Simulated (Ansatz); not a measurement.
Mg (hcp (Mg type)), relaxed with PBE+D3(BJ) (Ansatz, an electronic-structure program, plane waves, PAW): a = 3.1508 Å, b = 3.1508 Å, c = 5.0475 Å, α = 90.00°, β = 90.00°, γ = 120.00°.

Problem. The same phase is relaxed and computed with r²SCAN+D4 in the same code. What is the cell now?

Solution. a = b = 3.2282 Å, c = 5.1479 Å, α = β = 90.00°, γ = 120.00°.

All cells were relaxed under the symmetry of their starts (and spin orders); stability against distortions was not tested throughout.

Potentials: the earlier of the program's two PAW sets.

Ansatz is a plane-wave DFT program.
